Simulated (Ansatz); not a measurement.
ReC:
```cif
data_CRe
_chemical_formula_sum 'Re1 C1'
_space_group_name_H-M_alt 'P-6m2'
_space_group_IT_number 187
_space_group_name_Hall 'P -6 2'
_cell_length_a 2.85564
_cell_length_b 2.85564
_cell_length_c 2.79472
_cell_angle_alpha 90.000
_cell_angle_beta 90.000
_cell_angle_gamma 120.000
loop_
_atom_site_label
_atom_site_type_symbol
_atom_site_symmetry_multiplicity
_atom_site_Wyckoff_symbol
_atom_site_fract_x
_atom_site_fract_y
_atom_site_fract_z
_atom_site_occupancy
Re1 Re 1 a 0.00000 0.00000 0.00000 1
C1 C 1 f 0.66667 0.33333 0.50000 1
```

Relaxed at zero pressure with the program Ansatz at the PBEsol level (PAW).

Question: The volume is lowered by 6 % and shape and atoms relax at that volume. What pressure results, and how do the axes share the change?

Answer: 31.0 GPa; a -2.2 %, b -2.2 %, c -1.7 %; the energy rises by 54 meV/atom.

Question: Give the new structure.

Answer: 
Space group P-6m2 (No. 187); a = b = 2.7918 Å, c = 2.7485 Å, α = β = 90.00°, γ = 120.00°

```tsv
atom	site	symmetry	x	y	z
Re	1a	-6m2	0.0000	0.0000	0.0000
C	1f	-6m2	0.6667	0.3333	0.5000
```

The phase is kept; no other phase was compared at this pressure.

A made-up cell: these elements were put on the sites of a structure type; the Crystallography Open Database copy checked does not list it. Whether it is the stable phase at ambient conditions was not checked. Symmetry was held in the PBEsol relaxation; of distortions, only those at the zone centre were tested. No spin polarisation was allowed. Spin–orbit coupling is left out wherever it is not named.

Potentials: the earlier of the program's two PAW sets.
